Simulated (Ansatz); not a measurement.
NaF:
```yaml
crystal:
  lattice:
    - [0.00000, 2.31443, 2.31443]
    - [2.31443, 0.00000, 2.31443]
    - [2.31443, 2.31443, 0.00000]
  atoms:
    - { symbol: Na, position: [0.00000, 0.00000, 0.00000] }
    - { symbol: F, position: [0.50000, 0.50000, 0.50000] }
```

Cartesian axes are those of the cell as given.

### Question
Give the high-frequency dielectric tensor and the Born effective charge tensors of the independent atoms from DFPT, the program Ansatz at the PBEsol level (PAW).

### Answer

ε∞:
```
1.90  0.00  0.00
0.00  1.90  0.00
0.00  0.00  1.90
```
Z* of atom 1 (Na), rows: field, columns: displacement, in e:
```
1.01  0.00  0.00
0.00  1.01  0.00
0.00  0.00  1.01
```
Z* of atom 2 (F), rows: field, columns: displacement, in e:
```
-1.01   0.00   0.00
 0.00  -1.01   0.00
 0.00   0.00  -1.01
```

Space group Fm-3m (rock salt). The PBEsol relaxation kept the symmetry of its start.

Potentials: the later of the program's two PAW sets.
